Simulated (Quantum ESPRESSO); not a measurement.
Hf3AlO7F, finding a planted mistake in a log

A calculation, not a measurement. The program is pw.x of Quantum ESPRESSO 7.5 (plane-wave density functional theory). The cell is made up: 12 atoms on a fluorite lattice, with randomly drawn elements, strain and displacements, not relaxed. PseudoDojo standard norm-conserving files (v0.5 for PBE, v0.4.1 for LDA and PBEsol) set the functional; there is no spin polarisation, spin-orbit coupling or dispersion term, and the masses in the input are unused placeholders.

The hafnium pseudopotential is less sure than the others, with forces about 3 percent (worst 6) and pressure in oxides about 1.5 GPa (worst 2.7) from a second method in checks, which no rerun with the same files tests.

Intended input:

```
&control calculation='scf', pseudo_dir='./dojo.nc.sr.pbe.v0_5.standard.upf', outdir='./o', disk_io='medium', tprnfor=.true., tstress=.true. /
&system ibrav=0, nat=12, ntyp=4, nbnd=50, ecutwfc=84.00895049, nosym=.true., tot_charge=0,
 occupations='smearing', smearing='fd', degauss=0.0018374661
/
&electrons conv_thr=7.350e-09, electron_maxstep=60, /
ATOMIC_SPECIES
Al 1.0 Al.upf
F 1.0 F.upf
Hf 1.0 Hf.upf
O 1.0 O.upf
CELL_PARAMETERS angstrom
5.0505 0.0279 -0.0204
0.0279 5.0965 0.0458
-0.0204 0.0458 5.0645
ATOMIC_POSITIONS angstrom
Hf -0.0211 0.0276 0.0605
Hf -0.0055 2.5517 2.5622
Al 2.5007 0.0949 2.4993
Hf 2.5639 2.5789 0.0576
O 1.2264 1.1188 1.296
F 1.1518 1.3612 3.7357
O 1.2448 3.8378 1.3194
O 1.3811 3.7379 3.7706
O 3.778 1.241 1.2741
O 3.6413 1.3571 3.756
O 3.7265 3.9074 1.1571
O 3.8119 4.0077 3.826
K_POINTS automatic
4 4 4 1 1 1
```

The log is shortened where brackets say so; the opening notice, blank lines, dates and the lines on written files are dropped, and the path of the files is cut. It prints rydbergs, bohrs and kilobars, and counts compression as positive stress. Where no state is partly filled, the Fermi energy that it prints is only some level between the filled and the empty states on the mesh, and need not lie in the true gap.

Log of the intended run:

```
     Program PWSCF v.7.5
     Parallel version (MPI & OpenMP), running on       1 processor cores
     Number of MPI processes:                 1
     Threads/MPI process:                     1
     [start-up lines left out]
     bravais-lattice index     =            0
     lattice parameter (alat)  =       9.5443  a.u.
     unit-cell volume          =     879.5973 (a.u.)^3
     number of atoms/cell      =           12
     number of atomic types    =            4
     number of electrons       =        88.00
     number of Kohn-Sham states=           50
     kinetic-energy cutoff     =      84.0090  Ry
     charge density cutoff     =     336.0358  Ry
     scf convergence threshold =      7.3E-09
     mixing beta               =       0.7000
     number of iterations used =            8  plain     mixing
     Exchange-correlation= PBE
                           (   1   4   3   4   0   0   0)
     [axes and pseudopotential details left out]
   Cartesian axes
     site n.     atom                  positions (alat units)
         1        Hf     tau(   1) = (  -0.0041777   0.0054647   0.0119787  )
         2        Hf     tau(   2) = (  -0.0010890   0.5052253   0.5073042  )
         3        Al     tau(   3) = (   0.4951275   0.0187898   0.4948503  )
         4        Hf     tau(   4) = (   0.5076408   0.5106108   0.0114045  )
         5        O      tau(   5) = (   0.2428218   0.2215174   0.2566022  )
         6        F      tau(   6) = (   0.2280513   0.2695116   0.7396520  )
         7        O      tau(   7) = (   0.2464649   0.7598674   0.2612353  )
         8        O      tau(   8) = (   0.2734517   0.7400876   0.7465621  )
         9        O      tau(   9) = (   0.7480272   0.2457125   0.2522661  )
        10        O      tau(  10) = (   0.7209612   0.2686998   0.7436713  )
        11        O      tau(  11) = (   0.7378305   0.7736479   0.2291007  )
        12        O      tau(  12) = (   0.7547393   0.7935068   0.7575310  )
     number of k points=    32  Fermi-Dirac smearing, width (Ry)=  0.0018
                       cart. coord. in units 2pi/alat
        k(    1) = (   0.1248296   0.1220765   0.1240562), wk =   0.0625000
        k(    2) = (   0.1258492   0.1198302   0.3733954), wk =   0.0625000
     [further k points left out]
     Dense  grid:    91449 G-vectors     FFT dimensions: (  60,  60,  60)
     Estimated max dynamical RAM per process >     157.65 MB
     Initial potential from superposition of free atoms
     starting charge      87.9920, renormalised to      88.0000
     Starting wfcs are   66 randomized atomic wfcs
     total cpu time spent up to now is       18.1 secs
     per-process dynamical memory:    98.1 Mb
     Self-consistent Calculation
     iteration #  1     ecut=    84.01 Ry     beta= 0.70
     Davidson diagonalization with overlap
     ethr =  1.00E-02,  avg # of iterations =  2.0
     total cpu time spent up to now is       45.2 secs
     total energy              =    -623.39057398 Ry
     estimated scf accuracy    <       4.08356331 Ry
     iteration #  2     ecut=    84.01 Ry     beta= 0.70
     Davidson diagonalization with overlap
     ethr =  4.64E-03,  avg # of iterations =  4.6
     total cpu time spent up to now is       83.2 secs
     total energy              =    -623.44691217 Ry
     estimated scf accuracy    <       8.48950403 Ry
     [iterations 3 to 12 left out]
     iteration # 13     ecut=    84.01 Ry     beta= 0.70
     Davidson diagonalization with overlap
     ethr =  1.35E-10,  avg # of iterations =  2.0
     total cpu time spent up to now is      445.0 secs
     total energy              =    -625.36573972 Ry
     estimated scf accuracy    <       0.00000001 Ry
     iteration # 14     ecut=    84.01 Ry     beta= 0.70
     Davidson diagonalization with overlap
     ethr =  1.44E-11,  avg # of iterations =  4.1
     total cpu time spent up to now is      477.0 secs
     End of self-consistent calculation
     [lines on levels left out]
     the Fermi energy is    12.1614 ev
!    total energy              =    -625.36573973 Ry
     estimated scf accuracy    <          5.6E-10 Ry
     smearing contrib. (-TS)   =       0.00000000 Ry
     internal energy E=F+TS    =    -625.36573973 Ry
     The total energy is F=E-TS. E is the sum of the following terms:
     one-electron contribution =    -131.12853304 Ry
     hartree contribution      =     118.66632421 Ry
     xc contribution           =    -157.93642945 Ry
     ewald contribution        =    -454.96710145 Ry
     convergence has been achieved in  14 iterations
     Forces acting on atoms (cartesian axes, Ry/au):
     atom    1 type  3   force =    -0.08133380   -0.10623145    0.02361711
     atom    2 type  3   force =    -0.08116851    0.12168676   -0.06588737
     atom    3 type  1   force =     0.05757855   -0.06487271   -0.03208627
     atom    4 type  3   force =     0.04723507    0.08409858    0.01924612
     atom    5 type  4   force =     0.05583154    0.06845930    0.02404437
     atom    6 type  2   force =     0.01875096   -0.06566380    0.03911342
     atom    7 type  4   force =    -0.01999381   -0.04609669   -0.01128487
     atom    8 type  4   force =    -0.02758696    0.04249461    0.00421082
     atom    9 type  4   force =    -0.00097221    0.02730265    0.00942686
     atom   10 type  4   force =    -0.00660539    0.01544600   -0.00284521
     atom   11 type  4   force =     0.01270496   -0.04148312    0.05244864
     atom   12 type  4   force =     0.02555959   -0.03514013   -0.06000363
     Total force =     0.305748     Total SCF correction =     0.000055
     Computing stress (Cartesian axis) and pressure
          total   stress  (Ry/bohr**3)                   (kbar)     P=      -33.43
  -0.00016265  -0.00004456   0.00012764          -23.93       -6.55       18.78
  -0.00004456  -0.00036942  -0.00000300           -6.55      -54.34       -0.44
   0.00012764  -0.00000300  -0.00014964           18.78       -0.44      -22.01
     init_run     :     16.87s CPU     17.98s WALL (       1 calls)
     electrons    :    433.63s CPU    458.88s WALL (       1 calls)
     forces       :      5.95s CPU      6.03s WALL (       1 calls)
     stress       :     22.71s CPU     23.64s WALL (       1 calls)
     [timing details left out]
     PWSCF        :   7m59.36s CPU   8m26.92s WALL
     JOB DONE.
```

A second run was made from an input with one planted mistake. Its log:

```
     Program PWSCF v.7.5
     Parallel version (MPI & OpenMP), running on       1 processor cores
     Number of MPI processes:                 1
     Threads/MPI process:                     1
     [start-up lines left out]
     bravais-lattice index     =            0
     lattice parameter (alat)  =       9.5443  a.u.
     unit-cell volume          =     879.5973 (a.u.)^3
     number of atoms/cell      =           12
     number of atomic types    =            4
     number of electrons       =        88.00
     number of Kohn-Sham states=           50
     kinetic-energy cutoff     =      84.0090  Ry
     charge density cutoff     =     336.0358  Ry
     scf convergence threshold =      2.9E-03
     mixing beta               =       0.7000
     number of iterations used =            8  plain     mixing
     Exchange-correlation= PBE
                           (   1   4   3   4   0   0   0)
     [axes and pseudopotential details left out]
   Cartesian axes
     site n.     atom                  positions (alat units)
         1        Hf     tau(   1) = (  -0.0041777   0.0054647   0.0119787  )
         2        Hf     tau(   2) = (  -0.0010890   0.5052253   0.5073042  )
         3        Al     tau(   3) = (   0.4951275   0.0187898   0.4948503  )
         4        Hf     tau(   4) = (   0.5076408   0.5106108   0.0114045  )
         5        O      tau(   5) = (   0.2428218   0.2215174   0.2566022  )
         6        F      tau(   6) = (   0.2280513   0.2695116   0.7396520  )
         7        O      tau(   7) = (   0.2464649   0.7598674   0.2612353  )
         8        O      tau(   8) = (   0.2734517   0.7400876   0.7465621  )
         9        O      tau(   9) = (   0.7480272   0.2457125   0.2522661  )
        10        O      tau(  10) = (   0.7209612   0.2686998   0.7436713  )
        11        O      tau(  11) = (   0.7378305   0.7736479   0.2291007  )
        12        O      tau(  12) = (   0.7547393   0.7935068   0.7575310  )
     number of k points=    32  Fermi-Dirac smearing, width (Ry)=  0.0018
                       cart. coord. in units 2pi/alat
        k(    1) = (   0.1248296   0.1220765   0.1240562), wk =   0.0625000
        k(    2) = (   0.1258492   0.1198302   0.3733954), wk =   0.0625000
     [further k points left out]
     Dense  grid:    91449 G-vectors     FFT dimensions: (  60,  60,  60)
     Estimated max dynamical RAM per process >     157.65 MB
     Initial potential from superposition of free atoms
     starting charge      87.9920, renormalised to      88.0000
     Starting wfcs are   66 randomized atomic wfcs
     total cpu time spent up to now is       15.3 secs
     per-process dynamical memory:    90.8 Mb
     Self-consistent Calculation
     iteration #  1     ecut=    84.01 Ry     beta= 0.70
     Davidson diagonalization with overlap
     ethr =  1.00E-02,  avg # of iterations =  2.0
     total cpu time spent up to now is       42.0 secs
     total energy              =    -623.39057398 Ry
     estimated scf accuracy    <       4.08356331 Ry
     iteration #  2     ecut=    84.01 Ry     beta= 0.70
     Davidson diagonalization with overlap
     ethr =  4.64E-03,  avg # of iterations =  4.6
     total cpu time spent up to now is       83.8 secs
     total energy              =    -623.44691217 Ry
     estimated scf accuracy    <       8.48950403 Ry
     [iterations 3 to 5 left out]
     iteration #  6     ecut=    84.01 Ry     beta= 0.70
     Davidson diagonalization with overlap
     ethr =  1.58E-05,  avg # of iterations =  6.2
     total cpu time spent up to now is      234.7 secs
     total energy              =    -625.36577190 Ry
     estimated scf accuracy    <       0.00769505 Ry
     iteration #  7     ecut=    84.01 Ry     beta= 0.70
     Davidson diagonalization with overlap
     ethr =  8.74E-06,  avg # of iterations =  2.6
     total cpu time spent up to now is      259.2 secs
     End of self-consistent calculation
     [lines on levels left out]
     the Fermi energy is    12.1265 ev
!    total energy              =    -625.36403665 Ry
     estimated scf accuracy    <       0.00252400 Ry
     smearing contrib. (-TS)   =       0.00000000 Ry
     internal energy E=F+TS    =    -625.36403665 Ry
     The total energy is F=E-TS. E is the sum of the following terms:
     one-electron contribution =    -131.01363784 Ry
     hartree contribution      =     118.48798952 Ry
     xc contribution           =    -157.87128687 Ry
     ewald contribution        =    -454.96710145 Ry
     convergence has been achieved in   7 iterations
     Forces acting on atoms (cartesian axes, Ry/au):
     atom    1 type  3   force =    -0.08151637   -0.10825146    0.02356091
     atom    2 type  3   force =    -0.08164953    0.12390816   -0.06636337
     atom    3 type  1   force =     0.05780112   -0.06597614   -0.03232673
     atom    4 type  3   force =     0.04788750    0.08611148    0.01994937
     atom    5 type  4   force =     0.05513294    0.06977099    0.02393182
     atom    6 type  2   force =     0.01751300   -0.06511639    0.03967537
     atom    7 type  4   force =    -0.02143161   -0.04750541   -0.01112501
     atom    8 type  4   force =    -0.02839511    0.04074256    0.00454936
     atom    9 type  4   force =     0.00006562    0.02877497    0.00933022
     atom   10 type  4   force =    -0.00570352    0.01670852   -0.00265469
     atom   11 type  4   force =     0.01343361   -0.04284464    0.05141865
     atom   12 type  4   force =     0.02686234   -0.03632263   -0.05994591
     Total force =     0.309264     Total SCF correction =     0.108575
     SCF correction compared to forces is large: reduce conv_thr to get better values
     Computing stress (Cartesian axis) and pressure
          total   stress  (Ry/bohr**3)                   (kbar)     P=      -45.91
  -0.00024592  -0.00004072   0.00013200          -36.18       -5.99       19.42
  -0.00004072  -0.00044743   0.00000159           -5.99      -65.82        0.23
   0.00013200   0.00000159  -0.00024287           19.42        0.23      -35.73
     init_run     :     13.12s CPU     15.17s WALL (       1 calls)
     electrons    :    232.34s CPU    243.96s WALL (       1 calls)
     forces       :      6.11s CPU      6.19s WALL (       1 calls)
     stress       :     24.00s CPU     25.00s WALL (       1 calls)
     [timing details left out]
     PWSCF        :   4m35.75s CPU   4m50.69s WALL
     JOB DONE.
```

Question: what was wrong in the second input?

Answer: the self-consistency threshold is too loose. The input lines that differ, file-writing options aside:

```
- &electrons conv_thr=7.350e-09, electron_maxstep=60, /
+ &electrons conv_thr=2.940e-03, electron_maxstep=60, /
```

|  | intended run | run with the mistake |
| --- | --- | --- |
| free energy (eV) | -8508.534 | -8508.511 |
| smearing term -TS (eV) | 0.0000 | 0.0000 |
| pressure (GPa) | -3.34 | -4.59 |
| largest force component (eV/Å) | 3.129 | 3.186 |
| largest change of a force component (eV/Å) |  | 0.057 |
| iterations | 14 | 7 |

For scale, a rerun of the intended cell at 1437 eV and a 6 x 6 x 6 mesh moved values by no more than 0.002 eV in energy, 0.04 GPa in stress and 0.002 eV/Å in force.